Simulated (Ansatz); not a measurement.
Re₂B in space group P6_3/mmc (No. 194; B on 2c, Re on 2a, Re on 2d) at seven volumes, PBE in the plane-wave PAW code Ansatz, shape and atoms relaxed at each. One row is withheld.

```csv
V (Å³/atom),P (GPa)
11.223,37.52
11.593,22.94
11.963,?
12.333,0.00
12.703,-8.94
13.073,-16.50
13.443,-22.84
```

Problem. Fit the shown pressures and predict the withheld one.

Solution. P = (3/2)B₀(x^(7/2) − x^(5/2))[1 + (3/4)(B′ − 4)(x − 1)] with x = (V₀/V)^(2/3). Least squares on the six rows gives V₀ = 12.333 Å³/atom, B₀ = 322 GPa, B′ = 4.49. At V = 11.963, x = 1.0205 and P = 10.50 GPa. The run itself gave 10.53 GPa.

A made-up cell: these elements were put on the sites of a structure type; neither database checked (COD, Materials Project) lists it. Its standing as an ambient phase is unchecked. The PBE relaxation kept the symmetry of its start; its stability against distortions is not shown here. The run is not spin-polarised. Scalar-relativistic: spin–orbit coupling is off unless named, which matters more the heavier the elements.

Potentials: the earlier of the program's two PAW sets.
